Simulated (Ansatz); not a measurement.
Be3Ni:
```yaml
crystal:
  lattice:
    - [-1.56497, 1.56497, 3.40980]
    - [1.56497, -1.56497, 3.40980]
    - [1.56497, 1.56497, -3.40980]
  atoms:
    - { symbol: Be, position: [0.75000, 0.25000, 0.50000] }
    - { symbol: Be, position: [0.25000, 0.75000, 0.50000] }
    - { symbol: Be, position: [0.50000, 0.50000, 0.00000] }
    - { symbol: Ni, position: [0.00000, 0.00000, 0.00000] }
```

Relaxed with r²SCAN. Special points in fractions of this cell's reciprocal vectors: Γ (0.000, 0.000, 0.000); X (0.000, 0.000, 0.500); P (0.250, 0.250, 0.250); N (0.000, 0.500, 0.000); M (0.500, 0.500, -0.500); S (0.303, 0.697, -0.303); S0 (-0.303, 0.303, 0.303); R (-0.105, 0.105, 0.500); G (0.500, 0.500, -0.105).

Question: List the band energies nearest the Fermi level at these points for r²SCAN in the plane-wave PAW code Ansatz.

Answer: In eV from the Fermi level; about four levels below and three above (degenerate sets whole), none deeper than 8.9 eV; points with the same levels are listed once.

```json
[
 {"k": "Γ", "below": "-2.89 -2.89 -2.02 -2.01", "above": "4.16 4.16 4.21 4.21"},
 {"k": "X", "below": "-2.96 -2.91 -1.57 -0.85", "above": "3.53 3.76 6.94"},
 {"k": "P", "below": "-3.01 -3.01 -1.57 -1.54 -1.19", "above": "3.72 4.99 4.99"},
 {"k": "N", "below": "-2.57 -2.24 -1.46 -1.08", "above": "1.19 5.41 5.82"},
 {"k": "M", "below": "-2.12 -2.12 -1.98 -0.04 -0.04", "above": "7.14 8.62 10.49"},
 {"k": "S", "below": "-2.60 -2.19 -2.08 -1.53", "above": "3.31 4.95 6.44"},
 {"k": "R", "below": "-2.76 -2.55 -1.40 -0.65", "above": "4.37 5.09 7.47"}
]
```

Space group I4/mmm. The workflow started from a Materials Project entry (that database holds measured and hypothetical structures alike); the Crystallography Open Database copy checked does not list it. With Be and Ni taken as one species the cell has the higher symmetry Fm-3m, so it may be an ordered model of a mixed-site phase. Its standing as an ambient phase is unchecked. The r²SCAN relaxation kept the symmetry of its start; its stability against distortions is not shown here. The run is not spin-polarised.

Potentials: the later of the program's two PAW sets.
